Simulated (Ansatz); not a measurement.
As2S3 (La2O3 or Ni2Al3 type, space group No. 164), PBE (plane waves, PAW; program Ansatz), all energies at zero smearing, with the estimated change up to a 700 eV cutoff added, with one set of potentials and settings (totals compare only within such a set). Cell of 5 atoms (2 As, 3 S): -12418.807 eV.

```tsv
element	reference phase	E (eV/atom)
As	R-3m, 2 atoms in the cell	-4856.1377
S	Fddd, 32 atoms in the cell	-902.0599
```

Formation energy per atom, worked out: (-12418.807 − 2×(-4856.1377) − 3×(-902.0599))/5 = -0.070 eV/atom (-7 kJ per mol of atoms), at 0 K, without zero-point energy or fitted corrections.

Space group P-3m1 (La2O3 or Ni2Al3 type). A made-up cell: these elements were put on the sites of a structure type; neither database checked (COD, Materials Project) lists it. COD files the formula under space group No. 2, 14, so this cell is another polymorph or a model. Whether it is the stable phase at ambient conditions was not checked. Symmetry was held in the PBE relaxation; its stability against distortions is not shown here. The references are the lowest solids computed at this level, not always the standard phases.

Potentials: the later of the program's two PAW sets.
